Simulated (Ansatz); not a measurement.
BP:
```cif
data_BP
_chemical_formula_sum 'B1 P1'
_space_group_name_H-M_alt 'P 1'
_space_group_IT_number 1
_cell_length_a 3.20773
_cell_length_b 3.20773
_cell_length_c 3.20773
_cell_angle_alpha 60.000
_cell_angle_beta 60.000
_cell_angle_gamma 60.000
loop_
_space_group_symop_operation_xyz
  'x, y, z'
loop_
_atom_site_label
_atom_site_type_symbol
_atom_site_fract_x
_atom_site_fract_y
_atom_site_fract_z
_atom_site_occupancy
B1 B 0.00000 0.00000 0.00000 1
P1 P 0.75000 0.75000 0.75000 1
```

Relaxed with r²SCAN.

**Question.** Give the optical modes at the zone centre with their infrared and Raman activity from DFPT, the program Ansatz at the r²SCAN level (PAW).

**Answer.** Transverse frequencies, without the LO–TO term; a row sums one degenerate level.

```
ω (cm⁻¹)  degeneracy  IR ((D/Å)²/amu)  Raman (Å⁴/amu)  activity  symmetry
--------  ----------  ---------------  --------------  --------  --------
819                3             1.84             810  IR+Raman        T2
```

**Question.** How high does the top mode go among those that the LO–TO term moves?

**Answer.** 822 cm⁻¹ for q along x.

Space group F-43m (zinc blende). The r²SCAN relaxation kept the symmetry of its start; phonons on a q-mesh show no instability.

Potentials: the earlier of the program's two PAW sets.
